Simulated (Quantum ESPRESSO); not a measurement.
## In2SiMgP4 (input and log of a self-consistent run)

Simulated, not a measurement. The program is pw.x of Quantum ESPRESSO 7.5 (plane-wave density functional theory). The cell is made up: 8 atoms on a zincblende/diamond lattice, with randomly drawn elements, strain and displacements, not relaxed. PseudoDojo standard norm-conserving files (v0.5 for PBE, v0.4.1 for LDA and PBEsol) set the functional; there is no spin polarisation, spin-orbit coupling or dispersion term, and the masses in the input are unused placeholders.

Input:

```
&control calculation='scf', pseudo_dir='./dojo.nc.sr.pbe.v0_5.standard.upf', outdir='./o', disk_io='low', tprnfor=.true., tstress=.true. /
&system ibrav=0, nat=8, ntyp=4, nbnd=40, ecutwfc=84.00895049, nosym=.true., tot_charge=0,
 occupations='smearing', smearing='fd', degauss=0.0073498644
/
&electrons conv_thr=7.350e-09, electron_maxstep=60, /
ATOMIC_SPECIES
In 1.0 In.upf
Mg 1.0 Mg.upf
P 1.0 P.upf
Si 1.0 Si.upf
CELL_PARAMETERS angstrom
5.976 -0.0235 -0.0089
-0.0235 5.9954 0.0949
-0.0089 0.0949 6.1903
ATOMIC_POSITIONS angstrom
In -0.0291 0.0357 0.1451
Si -0.2334 2.963 3.2401
Mg 2.9392 0.0473 3.0999
In 2.9122 3.0108 0.0099
P 1.4596 1.5328 1.5069
P 1.4443 4.6282 4.7525
P 4.4699 1.6664 4.7699
P 4.4998 4.5722 1.6737
K_POINTS automatic
6 6 6 1 1 1
```

The log is shortened where brackets say so; the opening notice, blank lines, dates and the lines on written files are dropped, and the path of the files is cut. It prints rydbergs, bohrs and kilobars, and counts compression as positive stress.

```
     Program PWSCF v.7.5
     Parallel version (MPI & OpenMP), running on       4 processor cores
     Number of MPI processes:                 4
     Threads/MPI process:                     1
     [start-up lines left out]
     bravais-lattice index     =            0
     lattice parameter (alat)  =      11.2931  a.u.
     unit-cell volume          =    1496.3187 (a.u.)^3
     number of atoms/cell      =            8
     number of atomic types    =            4
     number of electrons       =        60.00
     number of Kohn-Sham states=           40
     kinetic-energy cutoff     =      84.0090  Ry
     charge density cutoff     =     336.0358  Ry
     scf convergence threshold =      7.3E-09
     mixing beta               =       0.7000
     number of iterations used =            8  plain     mixing
     Exchange-correlation= PBE
                           (   1   4   3   4   0   0   0)
     [axes and pseudopotential details left out]
   Cartesian axes
     site n.     atom                  positions (alat units)
         1        In     tau(   1) = (  -0.0048694   0.0059738   0.0242802  )
         2        Si     tau(   2) = (  -0.0390559   0.4958122   0.5421806  )
         3        Mg     tau(   3) = (   0.4918297   0.0079149   0.5187203  )
         4        In     tau(   4) = (   0.4873116   0.5038108   0.0016566  )
         5        P      tau(   5) = (   0.2442415   0.2564904   0.2521564  )
         6        P      tau(   6) = (   0.2416813   0.7744577   0.7952574  )
         7        P      tau(   7) = (   0.7479686   0.2788463   0.7981690  )
         8        P      tau(   8) = (   0.7529719   0.7650869   0.2800678  )
     number of k points=   108  Fermi-Dirac smearing, width (Ry)=  0.0073
     Number of k-points >= 100: set verbosity='high' to print them.
     Dense  grid:   155657 G-vectors     FFT dimensions: (  72,  72,  72)
     Estimated max dynamical RAM per process >     530.64 MB
     Estimated total dynamical RAM >       1.96 GB
     Initial potential from superposition of free atoms
     starting charge      59.9902, renormalised to      60.0000
     Starting wfcs are   43 randomized atomic wfcs
     total cpu time spent up to now is        9.1 secs
     per-process dynamical memory:   449.8 Mb
     Self-consistent Calculation
     iteration #  1     ecut=    84.01 Ry     beta= 0.70
     Davidson diagonalization with overlap
     ethr =  1.00E-02,  avg # of iterations =  4.3
     Threshold (ethr) on eigenvalues was too large:
     Diagonalizing with lowered threshold
     Davidson diagonalization with overlap
     ethr =  6.71E-04,  avg # of iterations =  2.0
     total cpu time spent up to now is       50.4 secs
     total energy              =    -448.35473570 Ry
     estimated scf accuracy    <       0.40095867 Ry
     iteration #  2     ecut=    84.01 Ry     beta= 0.70
     Davidson diagonalization with overlap
     ethr =  6.68E-04,  avg # of iterations =  2.4
     total cpu time spent up to now is       72.0 secs
     total energy              =    -448.42516546 Ry
     estimated scf accuracy    <       0.28078071 Ry
     iteration #  3     ecut=    84.01 Ry     beta= 0.70
     Davidson diagonalization with overlap
     ethr =  4.68E-04,  avg # of iterations =  2.0
     total cpu time spent up to now is       91.1 secs
     total energy              =    -448.48163137 Ry
     estimated scf accuracy    <       0.04805182 Ry
     iteration #  4     ecut=    84.01 Ry     beta= 0.70
     Davidson diagonalization with overlap
     ethr =  8.01E-05,  avg # of iterations =  5.2
     total cpu time spent up to now is      114.6 secs
     total energy              =    -448.49231250 Ry
     estimated scf accuracy    <       0.00322128 Ry
     iteration #  5     ecut=    84.01 Ry     beta= 0.70
     Davidson diagonalization with overlap
     ethr =  5.37E-06,  avg # of iterations =  7.3
     total cpu time spent up to now is      140.5 secs
     total energy              =    -448.49280323 Ry
     estimated scf accuracy    <       0.00038222 Ry
     iteration #  6     ecut=    84.01 Ry     beta= 0.70
     Davidson diagonalization with overlap
     ethr =  6.37E-07,  avg # of iterations =  2.4
     total cpu time spent up to now is      160.5 secs
     total energy              =    -448.49289009 Ry
     estimated scf accuracy    <       0.00004881 Ry
     iteration #  7     ecut=    84.01 Ry     beta= 0.70
     Davidson diagonalization with overlap
     ethr =  8.13E-08,  avg # of iterations =  3.0
     total cpu time spent up to now is      180.7 secs
     total energy              =    -448.49290309 Ry
     estimated scf accuracy    <       0.00000845 Ry
     iteration #  8     ecut=    84.01 Ry     beta= 0.70
     Davidson diagonalization with overlap
     ethr =  1.41E-08,  avg # of iterations =  2.7
     total cpu time spent up to now is      200.9 secs
     total energy              =    -448.49290566 Ry
     estimated scf accuracy    <       0.00000040 Ry
     iteration #  9     ecut=    84.01 Ry     beta= 0.70
     Davidson diagonalization with overlap
     ethr =  6.62E-10,  avg # of iterations =  4.0
     total cpu time spent up to now is      226.4 secs
     total energy              =    -448.49290586 Ry
     estimated scf accuracy    <       0.00000008 Ry
     iteration # 10     ecut=    84.01 Ry     beta= 0.70
     Davidson diagonalization with overlap
     ethr =  1.26E-10,  avg # of iterations =  2.1
     total cpu time spent up to now is      246.0 secs
     total energy              =    -448.49290588 Ry
     estimated scf accuracy    <       0.00000003 Ry
     iteration # 11     ecut=    84.01 Ry     beta= 0.70
     Davidson diagonalization with overlap
     ethr =  5.83E-11,  avg # of iterations =  2.0
     total cpu time spent up to now is      264.8 secs
     End of self-consistent calculation
     [lines on levels left out]
!    total energy              =    -448.49290589 Ry
     estimated scf accuracy    <          1.9E-09 Ry
     smearing contrib. (-TS)   =      -0.00145416 Ry
     internal energy E=F+TS    =    -448.49145173 Ry
     The total energy is F=E-TS. E is the sum of the following terms:
     one-electron contribution =    -237.65048986 Ry
     hartree contribution      =     142.18382984 Ry
     xc contribution           =    -115.01129817 Ry
     ewald contribution        =    -238.01349354 Ry
     convergence has been achieved in  11 iterations
     Forces acting on atoms (cartesian axes, Ry/au):
     atom    1 type  1   force =     0.02304699   -0.00536323   -0.03640159
     atom    2 type  4   force =     0.03574168    0.03733528   -0.01081627
     atom    3 type  2   force =     0.00451620    0.00699711    0.00147329
     atom    4 type  1   force =     0.00494541    0.02750813    0.01467725
     atom    5 type  3   force =    -0.01289985    0.01605671    0.06308382
     atom    6 type  3   force =    -0.03655089   -0.01515652   -0.02797125
     atom    7 type  3   force =     0.00586984   -0.01061725   -0.04936294
     atom    8 type  3   force =    -0.02466939   -0.05676022    0.04531769
     Total force =     0.144780     Total SCF correction =     0.000133
     Computing stress (Cartesian axis) and pressure
          total   stress  (Ry/bohr**3)                   (kbar)     P=      -52.58
  -0.00029171   0.00004419  -0.00002500          -42.91        6.50       -3.68
   0.00004419  -0.00032428  -0.00007292            6.50      -47.70      -10.73
  -0.00002500  -0.00007292  -0.00045625           -3.68      -10.73      -67.12
     init_run     :      8.66s CPU      9.02s WALL (       1 calls)
     electrons    :    253.51s CPU    255.74s WALL (       1 calls)
     forces       :      3.26s CPU      3.30s WALL (       1 calls)
     stress       :     11.21s CPU     11.61s WALL (       1 calls)
     [timing details left out]
     PWSCF        :   4m36.78s CPU   4m39.93s WALL
     JOB DONE.
```

In other units: free energy -6102.057 eV for the cell, pressure -5.26 GPa, largest force component 1.622 eV/Å. A rerun of the same cell at another strain at 1437 eV and a 8 x 8 x 8 mesh moved values by no more than 0.003 eV in energy, 0.02 GPa in stress and 0.006 eV/Å in force.